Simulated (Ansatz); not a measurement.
LiF (rock salt, Fm-3m), the program Ansatz at the PBEsol level (PAW). The conduction-band minimum lies at Γ, with 1 equivalent valley. Second derivatives d²E/dk² of the lowest band at one valley (eV·Å²), along Cartesian directions:

```tsv
direction	d²E/dk²
[100]	8.617
[010]	8.617
[001]	8.617
[110]	8.616
[101]	8.616
[011]	8.616
```

Find the principal effective masses, the density-of-states mass and the conductivity mass.

Off-diagonal terms follow from H_xy = H[110] − (H_xx + H_yy)/2, and m*/mₑ = 7.620 eV·Å² over each eigenvalue: 0.88, 0.88, 0.88. One valley's DOS mass (m₁m₂m₃)^(1/3) = 0.88, conductivity mass 3/(Σ 1/mᵢ) = 0.88 mₑ.

What effective density of states Nc follows at 300 K for parabolic valleys?

Nc = 2.509e19 × 1 × (0.88)^(3/2) ≈ 2.1e19 cm⁻³.

Symmetry was held in the PBEsol relaxation.

Potentials: the later of the program's two PAW sets.

Edges and masses are those of Kohn–Sham bands, whose gap is no quasiparticle gap.
